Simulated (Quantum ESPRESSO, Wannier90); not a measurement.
**SiS₂ (Ibam): Wannier90 run**

```
SiS2
1.0
    0.00000     0.00000     5.54871
    5.74938     0.00000     0.00000
   -2.87469     4.91045    -2.77435
Si S
2 4
Direct
  0.75000   0.00000   0.00000
  0.25000   0.00000   0.00000
  0.88475   0.68331   0.76950
  0.11525   0.31669   0.23050
  0.61525   0.91381   0.23050
  0.38475   0.08619   0.76950
```

Structure: Materials Project mp-1602, symmetrised, not relaxed again. COD (Crystallography Open Database) has the formula in 2 space groups, this one among them (matched by group alone). Level: PBEsol, no spin polarisation, no spin-orbit coupling; pw.x of Quantum ESPRESSO at 42 Ry with PseudoDojo potentials, 6×6×6 k-points, Wannier90. Density: 6×6×6 mesh, cold smearing 0.01 Ry. The cell is built of weakly bound layers, chains or molecules, whose nearest atoms lie 3.87 Å apart. Database cells relaxed without dispersion often hold them too far apart, which can enlarge gaps and weakens couplings between them; spacing and stacking were not compared with the measured crystal.

Functional, cutoff and mesh named above are those of the base row (PBEsol); the first column says what each row takes instead. Model: 16 functions from bands 1-16, start SCDM (isolated) (the valence bands). Energies are relative to the valence-band maximum; the misfit is to pw.x on a path, for all bands of the set. The functional changes, each with its own PseudoDojo files and their cutoffs, on the same cell. Ω_total can sit in another minimum from row to row; Ω_I of an isolated set cannot.

```csv
functional,Ω_I (Å²),Ω_total (Å²),rms misfit (meV),gap (eV),bottom of band 1 (eV)
LDA,18.30,21.33,0.1,2.69,-14.59
PBE,17.91,20.93,0.1,2.90,-14.60
PBEsol,18.13,21.17,0.1,2.81,-14.60
```
